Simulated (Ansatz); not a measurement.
The relaxed structure here is a generated cell of Ti3Al: the first start was made by placing the elements on the sites of a structure type, and the end was not matched to a known phase here, so it may be hypothetical. Known forms of Ti3Al include space group No. 194.

A relaxed cell of Ti$_{3}$Al (P6₃22 (No. 182)), relaxed on a k-mesh at least as fine as the one used below. Method: PBEsol (plane waves to 420 eV, PAW, scalar-relativistic; Ansatz, a first-principles code). Γ-centred k-mesh 5×5×11 on the run's cell (coarser than for final values), Fermi–Dirac smearing 0.05 eV.

```
Ti3Al
1.0
    7.53031     0.00000     0.00000
   -3.76515     6.52144     0.00000
    0.00000     0.00000     2.85181
Ti Al
6 2
Direct
  0.30538   0.00000   0.00000
  0.30538   0.30538   0.50000
  0.00000   0.30538   0.00000
  0.69462   0.00000   0.50000
  0.69462   0.69462   0.00000
  0.00000   0.69462   0.50000
  0.33333   0.66667   0.25000
  0.66667   0.33333   0.75000
```

The atoms are displaced by (Å):

| atom | ux | uy | uz |
|---|---|---|---|
| Ti1 | -0.020 | -0.182 | -0.010 |
| Ti2 | -0.019 | -0.066 | -0.051 |
| Ti3 | 0.000 | -0.067 | -0.174 |
| Ti4 | -0.096 | -0.045 | 0.096 |
| Ti5 | 0.021 | -0.007 | -0.016 |
| Ti6 | 0.164 | -0.058 | 0.007 |
| Al7 | 0.003 | 0.061 | 0.082 |
| Al8 | 0.101 | 0.028 | 0.068 |

Task: What forces (eV/Å) and pressure result?

Result: 
```json
[
 {"atom": "Ti1", "Fx": "-0.01", "Fy": "1.64", "Fz": "-0.28"},
 {"atom": "Ti2", "Fx": "0.56", "Fy": "0.05", "Fz": "-0.18"},
 {"atom": "Ti3", "Fx": "0.82", "Fy": "0.23", "Fz": "1.10"},
 {"atom": "Ti4", "Fx": "0.22", "Fy": "0.27", "Fz": "-0.74"},
 {"atom": "Ti5", "Fx": "0.16", "Fy": "0.30", "Fz": "0.30"},
 {"atom": "Ti6", "Fx": "-1.37", "Fy": "-0.78", "Fz": "-0.05"},
 {"atom": "Al7", "Fx": "0.83", "Fy": "-1.41", "Fz": "-0.27"},
 {"atom": "Al8", "Fx": "-1.21", "Fy": "-0.30", "Fz": "0.13"}
]
```

Pressure +1.2 GPa.

Task: Estimate the energy cost of the displacement in the harmonic approximation and compare with the calculation.

Result: For a harmonic well ΔE = −½ Σ F·u = 0.511 eV a cell, or 64 meV/atom. The calculated energy relative to the undisplaced cell is +0.06 eV/atom, so the harmonic estimate holds well.

The undisplaced cell is probably no minimum: from this displacement the run went on to P-62m (No. 189), 0.30 eV/atom below it.

No spin polarisation in the result.
